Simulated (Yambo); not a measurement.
G0W0@LDA for K2PdC2 (space group P-3m1, No. 164) in Yambo. Reference settings: 3×3×2 Γ-centred k mesh, bands 5 to 220 and a 8 Ry block in the screening, 220 bands in G with the Bruneval-Gonze terminator, plasmon pole fitted at 27.2 eV. The LDA gap A → (0, 0.333, -0.5) on this mesh is 1.68 eV; G0W0 gaps are taken between the same points.

The settings were changed. The gap went from 2.79 eV to 2.75 eV, and the shift of the valence edge from -0.58 eV to -0.29 eV.

Question: Name the change that produced these shifts.
A) 51 bands in W, 51 bands in G, 5 Ry block
B) 81 bands in W, 81 bands in G, 3 Ry block
C) 51 bands in W, 51 bands in G, 2 Ry block
D) 51 bands in W, 51 bands in G, 3 Ry block

Answer: B, 81 bands in W, 81 bands in G, 3 Ry block. The others gave (gap, valence shift): 51 bands in W, 51 bands in G, 2 Ry block: 2.93, -0.30 eV; 51 bands in W, 51 bands in G, 3 Ry block: 2.86, -0.19 eV; 51 bands in W, 51 bands in G, 5 Ry block: 2.88, -0.21 eV.

Spin-orbit coupling is not included.

Geometry of the Materials Project entry, not relaxed at this level; primitive cell a = 5.1182 Å, b = 5.1182 Å, c = 5.2581 Å, α = 90.00°, β = 90.00°, γ = 120.00°.

The structure is a Materials Project entry; no match was found in the copy of COD used, and its stability was not checked.

A shift is the quasiparticle energy of the state minus its LDA energy.
